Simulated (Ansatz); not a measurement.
**Cold compression of ScAl**

```xyz
2
Lattice="3.3703 0.0000 0.0000 0.0000 3.3703 0.0000 0.0000 0.0000 3.3703" Properties=species:S:1:pos:R:3 pbc="T T T"
Sc    1.6852    1.6852    1.6852
Al    0.0000    0.0000    0.0000
```

The base volume is that of a database entry, with shape and atoms relaxed on PAW files at held volume, so it needn't be at zero pressure; the structure needn't be the stable phase, at rest or compressed.

Its volume is scaled, and at each volume shape and atoms are relaxed on PAW files; all methods then take that cell.

Level of theory: DFT with LDA, scalar-relativistic, in Ansatz 0.2.0; a Γ-centred 11×11×11 k mesh, Fermi–Dirac smearing of 0.05 eV, no spin polarisation. LAPW: all electrons, basis error target 1 meV/atom; PAW: frozen-core files, cutoff 420 eV; norm-conserving: pseudopotentials, cutoff 1061 eV.

Energies are extrapolated to zero smearing and count from the unscaled cell; pressure is positive in compression; gaps take the mesh and a band path. No temperature or zero-point motion is included.

The PAW files were made under PBE.

```csv
V/V0,V (Å³/atom),P LAPW (GPa),ΔE LAPW (eV/atom),P PAW − LAPW (GPa),ΔE PAW − LAPW (meV/atom),space group,shortest distance (Å)
1.00,19.14,-4.27,0.000,0.00,0.0,Pm-3m,2.919
0.85,16.27,11.30,0.043,0.05,0.4,Pm-3m,?
0.45,8.61,239.3,4.091,0.75,15.1,Pm-3m,2.237
0.40,7.66,330.8,5.774,0.78,19.9,Pm-3m,2.151
```

(1) Give the missing entry: row "0.85", column "shortest distance (Å)".

(2) From the table, what is the rise of the enthalpy H = E + pV up to the last row, and how stiff is the crystal between the last two rows?

(3) At the smallest volume, how far does norm-conserving lie from LAPW in pressure?

(4) How do the Löwdin populations by LAPW change from the unscaled cell to the last row?

## Answers

(1) 2.765.

(2) ΔH = 5.774 eV + (330.8 GPa × 7.66 Å³ + 4.27 GPa × 19.14 Å³) × 0.006242 eV/(GPa·Å³) = 22.09 eV/atom, of which pV makes 74 %. The mean bulk modulus there is −ΔP/Δln V = 777 GPa.

(3) norm-conserving: -5.76 GPa, on a LAPW pressure of 330.8 GPa.

(4) Sc 3s 1.94 → 1.80, Sc 4s 0.44 → 0.36, Sc 3p 5.98 → 5.81, Sc 3d 2.06 → 3.54, Al 2s 1.99 → 1.93, Al 3s 1.10 → 0.67, Al 3p 2.43 → 1.80 electrons an atom. These are projections on the shells that the free atoms fill; 0.06 e a cell lies outside them at the start and 0.12 e at the end.
